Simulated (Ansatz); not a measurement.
Steps from a short run of molecular dynamics on a 2×2×2 supercell (16 atoms) of MgS (rocksalt), relaxed with r2SCAN; forces from PBE in the plane-wave code Ansatz, 2×2×2 mesh, Fermi-Dirac smearing of 0.026 eV, a Nosé-Hoover thermostat at fixed volume, set at 300 K. Classical nuclei, no spin polarisation; a few dozen steps show the first response, not equilibrium.

Cell vectors in Å:
```
0.0000 5.2030 5.2030
5.2030 0.0000 5.2030
5.2030 5.2030 0.0000
```

Question: At 12 fs the positions in Å are
```
Mg   0.013   0.000  -0.035
S    2.602   2.575   2.585
Mg   2.584   2.623   0.013
S    5.200   5.215   2.616
Mg   2.644   0.044   2.589
S    5.207   2.601   5.229
Mg   5.206   2.587   2.680
S    7.782   5.182   5.165
Mg   0.009   2.556   2.580
S    2.616   5.302   5.216
Mg   2.580   5.172   2.599
S    5.213   7.762   5.155
Mg   2.565   2.605   5.217
S    5.195   5.208   7.783
Mg   5.294   5.190   5.195
S    7.745   7.807   7.856
```
What are the forces, and how far does the free energy (smearing included) lie above that of step 0, with the atoms on their sites?

Answer: 9.6 meV an atom; forces in eV/Å:
```
Mg   0.075  -0.171   0.190
S    0.111   0.338   0.227
Mg   0.213  -0.063  -0.091
S   -0.107  -0.237  -0.258
Mg  -0.229  -0.314  -0.112
S   -0.351  -0.022   0.017
Mg  -0.015   0.141  -0.368
S    0.435   0.172   0.250
Mg  -0.199   0.094   0.185
S   -0.067  -0.645  -0.113
Mg   0.165   0.183   0.096
S    0.046   0.373   0.229
Mg   0.036   0.163   0.109
S    0.127  -0.134   0.119
Mg  -0.496   0.112  -0.057
S    0.255   0.010  -0.423
```

Question: At 24 fs the positions in Å are
```
Mg   0.029  -0.009  -0.061
S    2.607   2.562   2.578
Mg   2.577   2.642   0.021
S    5.192   5.216   2.621
Mg   2.675   0.071   2.571
S    5.197   2.599   5.255
Mg   5.209   2.580   2.739
S    7.777   5.169   5.138
Mg   0.008   2.516   2.569
S    2.628   5.374   5.224
Mg   2.568   5.151   2.603
S    5.225   7.735   5.117
Mg   2.531   2.617   5.236
S    5.193   5.207   7.765
Mg   5.358   5.183   5.183
S    7.697   7.810   7.890
```
What are the forces, and how far does the free energy (smearing included) lie above that of step 0, with the atoms on their sites?

Answer: 25.4 meV an atom; forces in eV/Å:
```
Mg   0.083  -0.206   0.284
S    0.152   0.548   0.353
Mg   0.282  -0.036  -0.102
S   -0.151  -0.401  -0.383
Mg  -0.366  -0.491  -0.113
S   -0.500  -0.021  -0.002
Mg  -0.109   0.183  -0.532
S    0.751   0.288   0.388
Mg  -0.251   0.207   0.274
S   -0.139  -1.082  -0.193
Mg   0.246   0.281   0.120
S    0.023   0.585   0.338
Mg   0.145   0.177   0.125
S    0.218  -0.186   0.186
Mg  -0.846   0.142  -0.056
S    0.462   0.012  -0.687
```

Question: At 30 fs the positions in Å are
```
Mg   0.039  -0.018  -0.067
S    2.611   2.564   2.581
Mg   2.580   2.650   0.022
S    5.186   5.211   2.617
Mg   2.682   0.074   2.559
S    5.184   2.598   5.268
Mg   5.208   2.580   2.757
S    7.786   5.167   5.130
Mg   0.002   2.499   2.569
S    2.632   5.394   5.225
Mg   2.566   5.146   2.607
S    5.232   7.731   5.103
Mg   2.517   2.626   5.249
S    5.195   5.203   7.760
Mg   5.373   5.182   5.176
S    7.680   7.811   7.896
```
What are the forces, and how far does the free energy (smearing included) lie above that of step 0, with the atoms on their sites?

Answer: 28.9 meV an atom; forces in eV/Å:
```
Mg   0.048  -0.168   0.285
S    0.136   0.544   0.354
Mg   0.252  -0.013  -0.076
S   -0.129  -0.420  -0.379
Mg  -0.379  -0.487  -0.058
S   -0.468  -0.010  -0.037
Mg  -0.168   0.156  -0.538
S    0.745   0.311   0.401
Mg  -0.222   0.261   0.266
S   -0.155  -1.166  -0.211
Mg   0.241   0.290   0.091
S   -0.022   0.603   0.370
Mg   0.228   0.139   0.094
S    0.232  -0.174   0.192
Mg  -0.868   0.123  -0.032
S    0.529   0.012  -0.722
```

Question: At 36 fs the positions in Å are
```
Mg   0.050  -0.029  -0.070
S    2.618   2.572   2.586
Mg   2.587   2.658   0.023
S    5.178   5.201   2.609
Mg   2.685   0.071   2.546
S    5.166   2.597   5.281
Mg   5.204   2.582   2.768
S    7.804   5.168   5.126
Mg  -0.007   2.487   2.573
S    2.634   5.401   5.224
Mg   2.569   5.146   2.612
S    5.238   7.733   5.093
Mg   2.506   2.638   5.262
S    5.200   5.198   7.756
Mg   5.376   5.183   5.169
S    7.668   7.813   7.895
```
What are the forces, and how far does the free energy (smearing included) lie above that of step 0, with the atoms on their sites?

Answer: 28.2 meV an atom; forces in eV/Å:
```
Mg  -0.010  -0.100   0.258
S    0.094   0.459   0.312
Mg   0.190  -0.001  -0.038
S   -0.073  -0.385  -0.330
Mg  -0.352  -0.421   0.030
S   -0.366   0.005  -0.088
Mg  -0.213   0.099  -0.501
S    0.607   0.308   0.378
Mg  -0.167   0.304   0.224
S   -0.154  -1.140  -0.210
Mg   0.207   0.276   0.035
S   -0.083   0.556   0.392
Mg   0.316   0.080   0.038
S    0.217  -0.137   0.180
Mg  -0.773   0.087   0.004
S    0.560   0.010  -0.681
```

Question: At 48 fs the positions in Å are
```
Mg   0.071  -0.055  -0.065
S    2.633   2.601   2.608
Mg   2.607   2.675   0.023
S    5.161   5.169   2.583
Mg   2.675   0.047   2.524
S    5.118   2.595   5.304
Mg   5.189   2.590   2.770
S    7.856   5.180   5.131
Mg  -0.032   2.475   2.590
S    2.634   5.380   5.215
Mg   2.581   5.156   2.624
S    5.248   7.754   5.085
Mg   2.498   2.665   5.291
S    5.216   5.183   7.754
Mg   5.350   5.188   5.154
S    7.662   7.817   7.871
```
What are the forces, and how far does the free energy (smearing included) lie above that of step 0, with the atoms on their sites?

Answer: 20.7 meV an atom; forces in eV/Å:
```
Mg  -0.155   0.096   0.136
S   -0.055   0.119   0.121
Mg   0.024  -0.023   0.048
S    0.120  -0.153  -0.119
Mg  -0.212  -0.172   0.243
S   -0.002   0.044  -0.210
Mg  -0.209  -0.073  -0.350
S    0.084   0.223   0.243
Mg  -0.016   0.340   0.072
S   -0.103  -0.790  -0.144
Mg   0.072   0.198  -0.126
S   -0.203   0.283   0.405
Mg   0.434  -0.076  -0.138
S    0.113  -0.012   0.108
Mg  -0.385  -0.001   0.093
S    0.491  -0.002  -0.382
```

Question: At 54 fs the positions in Å are
```
Mg   0.079  -0.067  -0.060
S    2.640   2.619   2.621
Mg   2.618   2.683   0.024
S    5.154   5.150   2.567
Mg   2.665   0.031   2.516
S    5.093   2.594   5.313
Mg   5.176   2.594   2.763
S    7.886   5.190   5.137
Mg  -0.045   2.476   2.600
S    2.632   5.355   5.208
Mg   2.590   5.165   2.627
S    5.250   7.770   5.088
Mg   2.502   2.677   5.303
S    5.226   5.175   7.755
Mg   5.328   5.191   5.149
S    7.667   7.819   7.851
```
What are the forces, and how far does the free energy (smearing included) lie above that of step 0, with the atoms on their sites?

Answer: 18.6 meV an atom; forces in eV/Å:
```
Mg  -0.214   0.205   0.058
S   -0.153  -0.080  -0.004
Mg  -0.056  -0.045   0.083
S    0.236   0.018   0.024
Mg  -0.124  -0.032   0.333
S    0.230   0.064  -0.264
Mg  -0.151  -0.169  -0.264
S   -0.200   0.148   0.150
Mg   0.064   0.330  -0.012
S   -0.062  -0.515  -0.082
Mg  -0.008   0.147  -0.207
S   -0.239   0.082   0.392
Mg   0.425  -0.160  -0.249
S    0.037   0.062   0.059
Mg  -0.187  -0.039   0.135
S    0.402  -0.016  -0.151
```
